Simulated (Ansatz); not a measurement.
Here is the system:

NaH:
```cif
data_H4Na4
_chemical_formula_sum 'Na4 H4'
_space_group_name_H-M_alt 'Fm-3m'
_space_group_IT_number 225
_space_group_name_Hall '-F 4 2 3'
_cell_length_a 4.79443
_cell_length_b 4.79443
_cell_length_c 4.79443
_cell_angle_alpha 90.000
_cell_angle_beta 90.000
_cell_angle_gamma 90.000
loop_
_atom_site_label
_atom_site_type_symbol
_atom_site_symmetry_multiplicity
_atom_site_Wyckoff_symbol
_atom_site_fract_x
_atom_site_fract_y
_atom_site_fract_z
_atom_site_occupancy
Na1 Na 4 a 0.00000 0.00000 0.00000 1
H1 H 4 b 0.50000 0.50000 0.50000 1
```
(The calculation used a cell of 2 atoms; values per cell refer to that cell.)

This is the r²SCAN-relaxed structure.

Question: All from plane-wave PAW r²SCAN (Ansatz code), unless another level is named. Predict the Bader charges.

Answer: Na +0.83, H -0.83 e.

Question: Predict the electronic dielectric constant ε∞ (DFPT).

Answer: 2.88.

Question: Predict the static dielectric constant ε0 (ions relaxed, cell fixed).

Answer: 8.57.

Question: Give the Born charges (a third of the trace).

Answer: Na +0.95, H -0.95 e.

The cell was relaxed with r²SCAN under the symmetry of its start; phonons on a q-mesh show no instability.

Potentials: the later of the program's two PAW sets.
